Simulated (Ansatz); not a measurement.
Values for one crystal, relaxed and computed with DFT-PBEsol in the program Ansatz with PAW potentials; other levels are named.

```yaml
volume_per_atom: 15.45 Å³
electronic_character: metallic (no gap)
Pressure derivative B′: 5.1
mechanical_stability: stable (all eigenvalues of C positive)
Formation energy from the elements (no fitted shifts): 0.065 eV/atom
Bulk modulus (Birch–Murnaghan fit): 136 GPa
Density of states at the Fermi level: 0.57 states/eV per atom (mean over ±0.08 eV)
```

Which compound is it?
A. V3Au, Cu3Au type
B. MnAu, CsCl type
C. In2Ag, I4/mcm (In on 8h, Ag on 4a)
D. Mg2Sn, cubic Laves (MgCu2 type)

B, MnAu, CsCl type

Space group Pm-3m (CsCl type). The workflow started from a Materials Project entry (that database holds measured and hypothetical structures alike); the Crystallography Open Database copy checked does not list it. With Mn and Au taken as one species the cell has the higher symmetry Im-3m, so it may be an ordered model of a mixed-site phase. Its standing as an ambient phase is unchecked. Symmetry was held in the PBEsol relaxation, as lowered by the spin order; whether a distortion lowers the energy is not shown. Spin order of the final state: antiferromagnetic, chosen from 4 collinear starts compared on coarse meshes (ties went to the first, and starts can fall back to one state), not a proven ground state. The references are the lowest solids computed at this level, not always the standard phases. Spin–orbit coupling is left out wherever it is not named.

Potentials: the later of the program's two PAW sets.
